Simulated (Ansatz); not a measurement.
Method: DFT PBE, scalar-relativistic, plane waves, PAW in Ansatz 0.2.0. All cells share a 420 eV cutoff and Γ-centred k meshes spaced at most about 0.3 Å⁻¹ (about 0.25 or finer for metals, 2π included). No spin polarisation in the final relaxations.

Each of these unrelaxed guesses is relaxed in cell and atoms within its symmetry. A guess keeps its type if space group and coordination stay and the shape of the cell changes little (axis ratios within about 15 %, angles within 6°); the volume may change.

1. Zn5Se3S2

```
Zn Se S
1.0
    -1.93612    1.93612   13.69045
     1.93612   -1.93612   13.69045
     1.93612    1.93612  -13.69045
Zn Se S
5 3 2
Direct
  0.25000 0.75000 0.50000
  0.85000 0.35000 0.50000
  0.45000 0.95000 0.50000
  0.05000 0.55000 0.50000
  0.65000 0.15000 0.50000
  0.20000 0.20000 0.00000
  0.80000 0.80000 0.00000
  0.00000 0.00000 0.00000
  0.60000 0.60000 0.00000
  0.40000 0.40000 0.00000
```

2. La4TaRh

```
La Ta Rh
1.0
    -3.57259    3.57259    3.05043
     3.57259   -3.57259    3.05043
     3.57259    3.57259   -3.05043
La Ta Rh
4 1 1
Direct
  0.00000 0.67642 0.67642
  0.00000 0.32358 0.32358
  0.67642 0.00000 0.67642
  0.32358 0.00000 0.32358
  0.00000 0.00000 0.00000
  0.50000 0.50000 0.00000
```

Q: Which keep their type?

A: Guess 1 keeps its type.

```tsv
guess	kept	start group	end group	V start (Å³/atom)	V end	b/a and c/a, end over start	nearest neighbours start	nearest neighbours end
1	yes	I-4m2	I-4m2	20.5	22.1	1.00, 1.00	S 4, Se 4, Zn 4	S 4, Se 4, Zn 4
2	no	I4/mmm	I4/mmm	26.0	39.0	1.00, 0.54	La 2, Rh 2, Ta 4	La 1, Rh 2, Ta 2
```

Neighbours count within 15 % of an atom's shortest distance; end groups are read at 0.02 Å (0.05 Å in metals).

Spin–orbit coupling, which can matter for Ta, is left out. Cells relaxed within their symmetry can be saddle points.
